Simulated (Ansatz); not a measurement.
Hg:
```
Hg
1.0
    2.31084     1.82224     0.00000
   -2.31084     1.82224     0.00000
   -1.16429     0.00000     2.70595
Hg
1
Cartesian
  0.00000   0.00000   0.00000
```

Relaxed with LDA. Special points in fractions of this cell's reciprocal vectors: Γ (0.000, 0.000, 0.000); C (0.434, 0.434, 0.000); C2 (-0.434, 0.566, 0.000); Y2 (-0.500, 0.500, 0.000); M2 (-0.500, 0.500, 0.500); D (-0.320, 0.680, 0.500); D2 (0.320, 0.320, 0.500); A (0.000, 0.000, 0.500); L2 (0.000, 0.500, 0.500); V2 (0.000, 0.500, 0.000).

Task: List the band energies nearest the Fermi level at these points for the program Ansatz at the LDA level (PAW).

Result: In eV from the Fermi level; about four levels below and three above (degenerate sets whole), none deeper than 8.9 eV; … stands for higher levels left out; points with the same levels are listed once.

```
k                     below        above
--  -----------------------  -----------
Γ   -7.95 -6.34 -6.29 -6.09      11.38 …
C   -8.09 -6.30 -6.08 -5.57  0.24 0.84 …
Y2  -8.21 -6.26 -6.05 -5.31  0.34 1.43 …
M2  -7.66 -7.38 -5.46 -5.40  0.25 2.21 …
D   -7.69 -6.89 -6.65 -5.75  0.87 2.48 …
A   -6.22 -5.97 -2.17 -2.09            …
L2  -6.34 -6.09 -5.38 -0.43       0.70 …
V2  -6.37 -6.05 -2.33 -2.29            …
```

Space group C2/m. The workflow started from a Materials Project entry (that database holds measured and hypothetical structures alike); the Crystallography Open Database copy checked does not list it. It is not the usual solid phase (space group No. 166). The cell keeps a stress of up to 0.2 GPa. The LDA relaxation kept the symmetry of its start; whether a distortion lowers the energy is not shown. The substance is a gas or liquid at ambient conditions. Scalar-relativistic: spin–orbit coupling is off unless named, which matters more the heavier the elements.

Potentials: the later of the program's two PAW sets.
